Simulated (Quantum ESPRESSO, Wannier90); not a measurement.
Wannierisation of CsLiMoO₄ (F-43m)

```xyz
7
Lattice="0.0000 4.1960 4.1960 4.1960 0.0000 4.1960 4.1960 4.1960 0.0000" Properties=species:S:1:pos:R:3 pbc="T T T"
Cs     2.0980     2.0980     2.0980
Li     4.1960     4.1960     4.1960
Mo    -2.0980    -2.0980    -2.0980
O     -1.0808    -1.0808    -3.1152
O     -3.1152    -3.1152    -3.1152
O     -3.1152    -1.0808    -1.0808
O     -1.0808    -3.1152    -1.0808
```

Materials Project entry mp-551629; symmetrised, unrelaxed at this level. Not found in the COD (Crystallography Open Database) copy used; not checked further. Computed values, not measurements, from PBEsol: Quantum ESPRESSO (norm-conserving PseudoDojo potentials, cutoff 68 Ry, spinors with spin-orbit coupling) on a Γ-centred 4×4×4 mesh, then Wannier90. Density: 6×6×6 mesh, cold smearing 0.01 Ry.

Bands 51-56 form an isolated set from 4.48 to 6.08 eV relative to the valence-band maximum (on the path) and are turned into 6 Wannier functions by minimising the spread from the start: SCDM (isolated).

### Question
Where do the functions sit, how wide are they and what are they made of?

### Answer
```
functions  spread (Å²)  nearest atom, distance (Å)  second atom, distance (Å)             weight on atomic waves
---------  -----------  --------------------------  -------------------------  ---------------------------------
4                 2.65                     Mo 0.01                     O 1.76              Mo 4d 53 %, O 2p 39 %
2                10.01                      O 3.47                     O 3.47  Cs 6s 25 %, Mo 4d 23 %, O 2p 16 %
```

Ω_I = 30.03 Å², Ω_total = 30.61 Å²; the interpolated bands follow pw.x to 21 meV rms on the path. Only this start was tried; a symmetric start can stop on a saddle, and mixtures of these functions could lower the total by at most Ω_total − Ω_I.
